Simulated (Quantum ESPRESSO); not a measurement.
# Al5GaMgSiN8: input and log of a self-consistent run

Computed values, not a measurement. The program is pw.x of Quantum ESPRESSO 7.5 (plane-wave density functional theory). The cell is made up: 16 atoms on a doubled wurtzite lattice, with randomly drawn elements, strain and displacements, not relaxed. PseudoDojo standard norm-conserving files (v0.5 for PBE, v0.4.1 for LDA and PBEsol) set the functional; there is no spin polarisation, spin-orbit coupling or dispersion term, and the masses in the input are unused placeholders.

Input:

```
&control calculation='scf', pseudo_dir='./dojo.nc.sr.pbe.v0_5.standard.upf', outdir='./o', disk_io='medium', tprnfor=.true., tstress=.true. /
&system ibrav=0, nat=16, ntyp=5, nbnd=47, ecutwfc=84.00895049, nosym=.true., tot_charge=0,
 occupations='smearing', smearing='fd', degauss=0.0018374661
/
&electrons conv_thr=7.350e-09, electron_maxstep=60, /
ATOMIC_SPECIES
Al 1.0 Al.upf
Ga 1.0 Ga.upf
Mg 1.0 Mg.upf
N 1.0 N.upf
Si 1.0 Si.upf
CELL_PARAMETERS angstrom
3.0822 0.0 0.0
0.0 5.3385 0.0
0.0 0.0 10.0665
ATOMIC_POSITIONS angstrom
Al 0.0454 0.0156 -0.0249
Al 1.6653 2.6797 -0.0064
Al 1.5112 0.9692 2.4733
Ga 0.04 3.5345 2.5574
Al -0.0034 0.0316 5.0363
Al 1.5699 2.6665 5.1003
Mg 1.4968 0.9073 7.5493
Si 0.0444 3.5048 7.5186
N 0.0128 -0.0044 1.8758
N 1.429 2.6723 1.8873
N 1.5738 0.8213 4.4042
N 0.0453 3.5221 4.3988
N -0.0242 0.0314 6.8531
N 1.5709 2.6296 6.9649
N 1.5144 0.9709 9.4024
N -0.0059 3.5154 9.3581
K_POINTS automatic
7 4 2 1 1 1
```

The log is shortened where brackets say so; the opening notice, blank lines, dates and the lines on written files are dropped, and the path of the files is cut. It prints rydbergs, bohrs and kilobars, and counts compression as positive stress. With no partly filled state, the Fermi energy that it prints is only some level between the filled and the empty states on the mesh, and need not lie in the true gap.

```
     Program PWSCF v.7.5
     Parallel version (MPI & OpenMP), running on       1 processor cores
     Number of MPI processes:                 1
     Threads/MPI process:                     1
     [start-up lines left out]
     bravais-lattice index     =            0
     lattice parameter (alat)  =       5.8245  a.u.
     unit-cell volume          =    1117.7770 (a.u.)^3
     number of atoms/cell      =           16
     number of atomic types    =            5
     number of electrons       =        82.00
     number of Kohn-Sham states=           47
     kinetic-energy cutoff     =      84.0090  Ry
     charge density cutoff     =     336.0358  Ry
     scf convergence threshold =      7.3E-09
     mixing beta               =       0.7000
     number of iterations used =            8  plain     mixing
     Exchange-correlation= PBE
                           (   1   4   3   4   0   0   0)
     [axes and pseudopotential details left out]
   Cartesian axes
     site n.     atom                  positions (alat units)
         1        Al     tau(   1) = (   0.0147297   0.0050613  -0.0080786  )
         2        Al     tau(   2) = (   0.5402959   0.8694115  -0.0020764  )
         3        Al     tau(   3) = (   0.4902991   0.3144507   0.8024463  )
         4        Ga     tau(   4) = (   0.0129777   1.1467458   0.8297320  )
         5        Al     tau(   5) = (  -0.0011031   0.0102524   1.6339952  )
         6        Al     tau(   6) = (   0.5093440   0.8651288   1.6547596  )
         7        Mg     tau(   7) = (   0.4856271   0.2943677   2.4493219  )
         8        Si     tau(   8) = (   0.0144053   1.1371099   2.4393615  )
         9        N      tau(   9) = (   0.0041529  -0.0014276   0.6085913  )
        10        N      tau(  10) = (   0.4636299   0.8670106   0.6123224  )
        11        N      tau(  11) = (   0.5106093   0.2664655   1.4289144  )
        12        N      tau(  12) = (   0.0146973   1.1427227   1.4271624  )
        13        N      tau(  13) = (  -0.0078515   0.0101875   2.2234443  )
        14        N      tau(  14) = (   0.5096684   0.8531568   2.2597171  )
        15        N      tau(  15) = (   0.4913374   0.3150023   3.0505483  )
        16        N      tau(  16) = (  -0.0019142   1.1405490   3.0361755  )
     number of k points=    28  Fermi-Dirac smearing, width (Ry)=  0.0018
                       cart. coord. in units 2pi/alat
        k(    1) = (   0.0714286   0.0721691   0.0765460), wk =   0.0714286
        k(    2) = (   0.0714286   0.0721691  -0.0765460), wk =   0.0714286
     [further k points left out]
     Dense  grid:   116149 G-vectors     FFT dimensions: (  36,  60, 120)
     Estimated max dynamical RAM per process >     184.20 MB
     Initial potential from superposition of free atoms
     starting charge      81.9836, renormalised to      82.0000
     Starting wfcs are   70 randomized atomic wfcs
     total cpu time spent up to now is       17.5 secs
     per-process dynamical memory:   115.7 Mb
     Self-consistent Calculation
     iteration #  1     ecut=    84.01 Ry     beta= 0.70
     Davidson diagonalization with overlap
     ethr =  1.00E-02,  avg # of iterations =  3.1
     total cpu time spent up to now is       55.1 secs
     total energy              =    -468.37469172 Ry
     estimated scf accuracy    <       5.00219626 Ry
     iteration #  2     ecut=    84.01 Ry     beta= 0.70
     Davidson diagonalization with overlap
     ethr =  6.10E-03,  avg # of iterations =  2.5
     total cpu time spent up to now is       88.9 secs
     total energy              =    -469.81520551 Ry
     estimated scf accuracy    <       3.90949228 Ry
     iteration #  3     ecut=    84.01 Ry     beta= 0.70
     Davidson diagonalization with overlap
     ethr =  4.77E-03,  avg # of iterations =  2.0
     total cpu time spent up to now is      125.7 secs
     total energy              =    -470.46377293 Ry
     estimated scf accuracy    <       0.18612352 Ry
     iteration #  4     ecut=    84.01 Ry     beta= 0.70
     Davidson diagonalization with overlap
     ethr =  2.27E-04,  avg # of iterations =  6.8
     total cpu time spent up to now is      167.5 secs
     total energy              =    -470.52104779 Ry
     estimated scf accuracy    <       0.01180870 Ry
     iteration #  5     ecut=    84.01 Ry     beta= 0.70
     Davidson diagonalization with overlap
     ethr =  1.44E-05,  avg # of iterations = 10.6
     total cpu time spent up to now is      216.4 secs
     total energy              =    -470.52417184 Ry
     estimated scf accuracy    <       0.01729223 Ry
     [iterations 6 to 10 left out]
     iteration # 11     ecut=    84.01 Ry     beta= 0.70
     Davidson diagonalization with overlap
     ethr =  7.61E-09,  avg # of iterations =  2.0
     total cpu time spent up to now is      419.1 secs
     total energy              =    -470.52600498 Ry
     estimated scf accuracy    <       0.00000059 Ry
     iteration # 12     ecut=    84.01 Ry     beta= 0.70
     Davidson diagonalization with overlap
     ethr =  7.21E-10,  avg # of iterations =  3.1
     total cpu time spent up to now is      453.1 secs
     total energy              =    -470.52600522 Ry
     estimated scf accuracy    <       0.00000010 Ry
     iteration # 13     ecut=    84.01 Ry     beta= 0.70
     Davidson diagonalization with overlap
     ethr =  1.24E-10,  avg # of iterations =  2.1
     total cpu time spent up to now is      485.8 secs
     total energy              =    -470.52600523 Ry
     estimated scf accuracy    <       0.00000002 Ry
     iteration # 14     ecut=    84.01 Ry     beta= 0.70
     Davidson diagonalization with overlap
     ethr =  2.95E-11,  avg # of iterations =  2.0
     total cpu time spent up to now is      511.3 secs
     total energy              =    -470.52600523 Ry
     estimated scf accuracy    <          9.7E-09 Ry
     iteration # 15     ecut=    84.01 Ry     beta= 0.70
     Davidson diagonalization with overlap
     ethr =  1.18E-11,  avg # of iterations =  2.0
     total cpu time spent up to now is      542.2 secs
     End of self-consistent calculation
          k = 0.0714 0.0722 0.0765 ( 14559 PWs)   bands (ev):
   -63.2449 -30.1867 -30.1082 -30.1016  -7.9783  -7.2299  -6.5291  -6.2134
    -5.8902  -5.2268  -4.9034  -4.7981  -4.7018  -4.5944  -4.1781  -4.0349
    -3.7079   1.2031   2.0764   2.5150   2.7642   3.2764   3.6857   4.1816
     4.7279   5.1561   5.7042   5.9893   6.1934   6.5290   6.6910   6.9762
     7.0963   7.2366   7.3507   7.5485   7.6553   7.8574   7.9884   8.1205
     8.6305  11.6846  12.6237  13.2125  13.4677  14.0177  14.2883
     [levels at the other k points left out]
     the Fermi energy is    10.4386 ev
!    total energy              =    -470.52600523 Ry
     estimated scf accuracy    <          1.6E-09 Ry
     smearing contrib. (-TS)   =       0.00000000 Ry
     internal energy E=F+TS    =    -470.52600523 Ry
     The total energy is F=E-TS. E is the sum of the following terms:
     one-electron contribution =    -203.99392590 Ry
     hartree contribution      =     154.31441015 Ry
     xc contribution           =    -122.47805554 Ry
     ewald contribution        =    -298.36843394 Ry
     convergence has been achieved in  15 iterations
     Forces acting on atoms (cartesian axes, Ry/au):
     atom    1 type  1   force =    -0.03091241    0.04106118   -0.02238529
     atom    2 type  1   force =    -0.08966244   -0.05018757    0.01243974
     atom    3 type  1   force =     0.02172429   -0.09050268    0.02048115
     atom    4 type  2   force =    -0.09619623    0.06675956   -0.00766703
     atom    5 type  1   force =     0.02645887   -0.04869127   -0.01848724
     atom    6 type  1   force =     0.00809479   -0.02003087   -0.08371534
     atom    7 type  3   force =     0.01456830   -0.09913868   -0.00081668
     atom    8 type  5   force =    -0.01914463    0.12153123   -0.00306894
     atom    9 type  4   force =    -0.02234968    0.03222459   -0.00792546
     atom   10 type  4   force =     0.12014660   -0.02020482   -0.07622782
     atom   11 type  4   force =    -0.02864701    0.07525663   -0.01927291
     atom   12 type  4   force =    -0.01470492   -0.00022960    0.10586434
     atom   13 type  4   force =    -0.00310704   -0.20119069    0.02725017
     atom   14 type  4   force =     0.00415005    0.18779420   -0.00728602
     atom   15 type  4   force =     0.03598729   -0.04922849    0.13599267
     atom   16 type  4   force =     0.07359417    0.05477729   -0.05517533
     Total force =     0.472818     Total SCF correction =     0.000035
     Computing stress (Cartesian axis) and pressure
          total   stress  (Ry/bohr**3)                   (kbar)     P=      109.69
   0.00079380   0.00000136  -0.00013048          116.77        0.20      -19.19
   0.00000136   0.00069525   0.00001560            0.20      102.28        2.29
  -0.00013048   0.00001560   0.00074792          -19.19        2.29      110.02
     init_run     :     16.30s CPU     17.32s WALL (       1 calls)
     electrons    :    499.29s CPU    524.73s WALL (       1 calls)
     forces       :      6.81s CPU      6.90s WALL (       1 calls)
     stress       :     24.33s CPU     25.70s WALL (       1 calls)
     [timing details left out]
     PWSCF        :   9m 6.98s CPU   9m35.11s WALL
     JOB DONE.
```

In other units: free energy -6401.832 eV for the cell, pressure 10.97 GPa, largest force component 5.173 eV/Å. A rerun of this cell at a cutoff of 1437 eV and k mesh 9 x 6 x 4 moved values by no more than 0.005 eV in energy, 0.02 GPa in stress and 0.004 eV/Å in force.